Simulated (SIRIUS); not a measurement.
Set-up for a self-consistent single point of InAs (F-43m, 8 atoms in the cell; from Materials Project mp-20305, changed as shown).

```xyz
8
Lattice="5.9850 0.0000 0.0000 0.0000 5.9850 0.0000 0.0000 0.0000 5.9850" Properties=species:S:1:pos:R:3 pbc="T T T"
In     1.4962     1.4962     1.4962
In     1.4962     4.4887     4.4887
In     4.4887     1.4962     4.4887
In     4.4887     4.4887     1.4962
As     0.0000     0.0000     0.0000
As     0.0000     2.9925     2.9925
As     2.9925     0.0000     2.9925
As     2.9925     2.9925     0.0000
```

Computed with PBE, GBRV PBE ultrasoft pseudopotentials (plane waves; SIRIUS).

SIRIUS settings:

parameters.ngridk: 4 4 4
parameters.xc_functionals: [XC_GGA_X_PBE, XC_GGA_C_PBE]
parameters.gk_cutoff: 6.325 1/bohr
parameters.pw_cutoff: 14.143 1/bohr
parameters.smearing: fermi_dirac
parameters.smearing_width: 0.00367493 Ha
potentials: GBRV PBE ultrasoft pseudopotentials
parameters.electronic_structure_method: pseudopotential
parameters.num_bands: 43
parameters.num_mag_dims: 0
parameters.num_dft_iter: 100
parameters.energy_tol: 1e-07 Ha
parameters.density_tol: 1e-06
mixer.type: anderson
mixer.beta: 0.7
mixer.use_hartree: false

Results:

```
Property                                                 Result
------------------------------------------------  -------------
Number of valence electrons                                  72
Number of bands                                              43
Number of k-points after the program's reduction             10
Number of plane waves (most at a k-point)                  6216
Number of SCF iterations                                     35
FFT grid                                           54 × 54 × 54
Free energy E − TS                                -9457.5216 eV
Fermi level (on the code's own zero)                    7.16 eV
Pressure                                               5.74 GPa
```

Stress (GPa, positive for compression):
```
5.74  0.00  0.00
0.00  5.74  0.00
0.00  0.00  5.74
```

For comparison: a first run was changed to give this one (lattice scaled by 0.98), and from it to this one the free energy goes up by 43.4 meV/atom and the pressure goes from 1.69 to 5.74 GPa.

The structure comes from a collection of computed structures, made at another level of theory; the collection holds predicted forms beside known ones. No clean gap shows at this smearing width and mesh (spacing up to 0.26 Å⁻¹); the mesh is coarse for partly filled bands, so the values carry mesh errors. Semi-local functionals can close small gaps.

Cost on one core: roughly 2.8 core-minutes.
